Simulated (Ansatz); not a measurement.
ZrNi$_{3}$: computed property card

ZrNi3:
Space group P6₃/mmc (No. 194); a = 5.267 Å, b = 5.267 Å, c = 4.270 Å, α = 90.00°, β = 90.00°, γ = 120.00°

```
atom  site  symmetry       x       y       z
----  ----  --------  ------  ------  ------
Zr      2c      -6m2  0.3333  0.6667  0.2500
Ni      6h       mm2  0.3105  0.1553  0.2500
```

Space group P6_3/mmc (No. 194); conventional cell a = 5.267 Å, b = 5.267 Å, c = 4.270 Å, α = 90.00°, β = 90.00°, γ = 120.00°.

Method: DFT-r²SCAN in the program Ansatz with PAW potentials. Structure relaxed to zero pressure with the same functional. Other levels are named where they apply.

Cell and energy:

```
Item                                                          Result
-----------------------------------------------------  -------------
Volume per atom                                             12.82 Å³
Density                                                   8.66 g/cm³
Formation energy from the elements (no fitted shifts)  -0.45 eV/atom
```

Electronic structure:

```
Item                                                                        Result
------------------------------------  --------------------------------------------
Electronic character                                             metallic (no gap)
Density of states at the Fermi level  0.30 states/eV per atom (mean over ±0.08 eV)
```

The workflow started from a Materials Project entry (that database holds measured and hypothetical structures alike); the Crystallography Open Database files this formula in space group No. 194, but the cells were not matched. Its standing as an ambient phase is unchecked. The r²SCAN relaxation kept the symmetry of its start; its stability against distortions is not shown here. The run is not spin-polarised. Axis ratios of metals converge slowly with the k-mesh, so a and c are less sure than the volume. The references are the lowest solids computed at this level, not always the standard phases. Scalar-relativistic: spin–orbit coupling is off unless named, which matters more the heavier the elements.

Potentials: the later of the program's two PAW sets.
